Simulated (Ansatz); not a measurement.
Relax this structure to zero stress and force, keeping its symmetry:

```cif
data_structure
_symmetry_space_group_name_H-M 'P6_3/mmc'
_symmetry_Int_Tables_number 194
_cell_length_a 3.1800
_cell_length_b 3.1800
_cell_length_c 12.5000
_cell_angle_alpha 90.000
_cell_angle_beta 90.000
_cell_angle_gamma 120.000
_cell_volume 109.47
loop_
_atom_site_label
_atom_site_type_symbol
_atom_site_symmetry_multiplicity
_atom_site_Wyckoff_symbol
_atom_site_fract_x
_atom_site_fract_y
_atom_site_fract_z
_atom_site_occupancy
W1 W 2 c 0.33333 0.66667 0.25000 1
S1 S 4 f 0.33333 0.66667 0.62500 1
```

Computed with DFT PBE+D3(BJ), scalar-relativistic, plane waves, PAW in Ansatz 0.2.0.

Cutoff 420 eV; k points 12×12×4 on the computed 6-atom cell (Γ-centred); Gaussian smearing, width 0.02 eV; no spin polarisation.

**Question.** What does it relax to?

**Answer.** The volume falls by 0.81 Å³/atom to 17.43 Å³/atom, and the energy falls by 5.5 meV/atom. Final structure:
```
CELL_PARAMETERS angstrom
3.15379 0.00000 0.00000
-1.57689 2.73126 0.00000
0.00000 0.00000 12.14329
ATOMIC_POSITIONS crystal
W 0.33333 0.66667 0.25000
W 0.66667 0.33333 0.75000
S 0.33333 0.66667 0.62031
S 0.66667 0.33333 0.12031
S 0.33333 0.66667 0.87969
S 0.66667 0.33333 0.37969
```

Course of the relaxation (steps run on the plane waves of an earlier cell, and the basis is chosen afresh near the end, so energy and pressure can step there; trial steps that raised the energy were taken back; energies are free energies):

```csv
step,E − E_final (meV/atom),largest force component (eV/Å),P (GPa),V (Å³/atom)
1,5.5,0.136,-1.53,18.24
2,16.1,0.406,2.78,16.53
3,0.1,0.024,-0.46,17.59
4,-0.1,0.023,-0.06,17.40
5,-0.1,0.001,0.01,17.43
6,0.0,0.001,0.00,17.43
```

Spin–orbit coupling is left out, which can shift energies with elements as heavy as these.